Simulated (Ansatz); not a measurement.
TiO2 (anatase)

```
CELL_PARAMETERS angstrom
     -1.88487     1.88487     4.77774
      1.88487    -1.88487     4.77774
      1.88487     1.88487    -4.77774
ATOMIC_POSITIONS crystal
  Ti 0.50000 0.50000 0.00000
  Ti 0.25000 0.75000 0.50000
  O  0.29253 0.29253 0.00000
  O  0.04253 0.54253 0.50000
  O  0.45747 0.95747 0.50000
  O  0.70747 0.70747 0.00000
```

The slice is a (1 0 -1) plane (indices of the conventional cell) through the point (0.708, 0.708, 0.000) (fractional), spanned by u = [101] and v = [121] in vectors of this cell: u (3.77 Å) and v (10.27 Å, at 90° to u). It covers one period; positions are fractions (u, v).

All values below come from PBEsol (plane waves to 420 eV, PAW, scalar-relativistic; Ansatz, a program for electronic structure). k mesh 12×12×12. Near the nuclei the fields are pseudised (PAW); where an atom keeps semicore shells as valence, they peak there. The PAW data are Ansatz's earlier set. TiO2 is run without spin polarisation. TiO2 was relaxed with its symmetry unable to fall.

Task: Predict the map of the electron localisation function (ELF) on the slice.

Result: 
```
|999955002222005599|
|775511337777331155|
|110011889999881100|
|663300889999880033|
|442200448888440022|
|222211002222001122|
|665522000000002255|
|332211000000001122|
|110000002222000000|
|887711448888441177|
|xx9922889999882299|
|99881199xxxx991188|
|331111889999881111|
|775511336666331155|
|999944001111004499|
|999933005555003399|
|887711003333001177|
|221100112222110011|
|000011446666441100|
|000000223333220000|
|221100001111000011|
|997711448888441177|
|99993377xxxx773399|
|xx8855449999445588|
```
Scale: ten equal steps from 0.01 (start of '0') to 0.83 (end of '9'), in the order '0123456789'. Values: electron localisation function (ELF). The map has 9 points along u (two characters each, u = 0 at the left) and 24 along v (v = 0 in the bottom row). Points within 0.4 Å of a nucleus are blanked (x), as the pseudised field means little there.
